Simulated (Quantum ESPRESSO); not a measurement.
AlMgGeGaAs4, a curve over one atom's position

A calculation, not a measurement. The program is pw.x of Quantum ESPRESSO 7.5 (plane-wave density functional theory). The cell is made up: 8 atoms on a zincblende/diamond lattice, with randomly drawn elements, strain and displacements, not relaxed. PseudoDojo standard norm-conserving files (v0.5 for PBE, v0.4.1 for LDA and PBEsol) set the functional; there is no spin polarisation, spin-orbit coupling or dispersion term, and the masses in the input are unused placeholders.

Seven runs move atom 6 (As, counted in the order of the input) along y and keep all else fixed.

Input of the run at +0.0075:

```
&control calculation='scf', pseudo_dir='./dojo.nc.sr.pbe.v0_5.standard.upf', outdir='./o', disk_io='low', tprnfor=.true., tstress=.true. /
&system ibrav=0, nat=8, ntyp=5, nbnd=60, ecutwfc=84.00895049, nosym=.true., tot_charge=0,
 occupations='smearing', smearing='fd', degauss=0.0073498644
/
&electrons conv_thr=7.350e-09, electron_maxstep=60, /
ATOMIC_SPECIES
Al 1.0 Al.upf
As 1.0 As.upf
Ga 1.0 Ga.upf
Ge 1.0 Ge.upf
Mg 1.0 Mg.upf
CELL_PARAMETERS angstrom
5.542 0.0486 -0.0244
0.0486 5.6505 0.0565
-0.0244 0.0565 5.4825
ATOMIC_POSITIONS angstrom
Al 0.0432 -0.0331 0.0602
Mg 0.1024 2.8649 2.7882
Ge 2.6895 -0.0229 2.8007
Ga 2.7898 2.8612 0.0669
As 1.3517 1.5495 1.3921
As 1.3733 4.3333 4.2224
As 4.2656 1.4108 4.0948
As 4.2078 4.3083 1.3836
K_POINTS automatic
6 6 6 1 1 1
```

| shift of atom 6 along y (Å) | free energy less that of the input shown (eV) | Fx on atom 6 (eV/Å) | Fy on atom 6 (eV/Å) | Fz on atom 6 (eV/Å) | pressure (GPa) | iterations |
| --- | --- | --- | --- | --- | --- | --- |
| -0.0674 | -0.0018 | 0.216 | 0.491 | 0.294 | 10.91 | 10 |
| -0.0082 | -0.0068 | 0.218 | -0.322 | 0.237 | 10.95 | 10 |
| +0.0075 | 0.0000 | 0.217 | -0.538 | 0.222 | 10.97 | 10 |
| +0.0162 | 0.0052 | 0.217 | -0.658 | 0.214 | 10.98 | 10 |
| +0.0500 | 0.0353 | 0.216 | -1.121 | 0.182 | 11.05 | 10 |
| +0.0596 | 0.0467 | 0.215 | -1.252 | 0.173 | 11.07 | 10 |
| +0.0817 | 0.0777 | 0.214 | -1.551 | 0.152 | 11.14 | 10 |

A cubic fit gives dFy/dy = -13.76 eV/Å² at zero shift. Across the table the free energy follows the integral of the force to within 0.2 meV. A rerun of one of the cells at 1437 eV and a 8 x 8 x 8 mesh moved values by no more than 0.005 eV in energy, 0.02 GPa in stress and 0.005 eV/Å in force.